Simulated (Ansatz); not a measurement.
Start of a relaxation of Zn2SiN2:

```yaml
crystal:
  lattice:
    - [2.48934, 1.43722, 3.44940]
    - [-2.48934, 1.43722, 3.44940]
    - [0.00000, -2.87444, 3.44940]
  atoms:
    - { symbol: Zn, position: [0.24290, 0.24290, 0.24290] }
    - { symbol: Zn, position: [0.75710, 0.75710, 0.75710] }
    - { symbol: Si, position: [0.00000, 0.00000, 0.00000] }
    - { symbol: N, position: [0.56209, 0.56209, 0.56209] }
    - { symbol: N, position: [0.43791, 0.43791, 0.43791] }
```

These are results of Ansatz, DFT PBE, scalar-relativistic, plane waves, PAW, not measurements. Cutoff 420 eV, Gaussian smearing, Γ-centred meshes. Cell and atoms relax first on a coarse mesh and then on a finer one. In between, the cell is made exact in the group found at 0.06 Å. In metals the finer mesh still leaves noise of several meV/atom or more. The steps can't lower the symmetry of their start. No spin polarisation in the relaxation; trial moments died out in a coarse test.

A guess keeps its type if space group and coordination stay and the shape of the cell changes little (axis ratios within about 15 %, angles within 6°); the volume may change.

Question: Will the relaxed cell still be of the starting type?

Answer: It keeps its type. The symmetry stays R-3m (No. 166). The volume per atom stays near 14.7 Å³. The shortest distance goes from 1.28 Å (N–N) to 1.15 Å (N–N). The ratio c/a of the conventional cell changes by a factor of 1.00. Counting neighbours within 15 % of an atom's shortest distance, the start has N 1, Si 2, Zn 1 and the end N 1, Si 2, Zn 1.

The last run used a 12×12×12 mesh for its 5-atom cell and Gaussian smearing of 0.10 eV. Weakly bound directions are ill-defined at this level, which has no dispersion term. Symmetry constrained the relaxation, so the result can be a saddle point. Another cell of Zn2SiN2 relaxed alike, in R-3m, lies 0.91 eV/atom lower, so this cell isn't the stable form at this level.
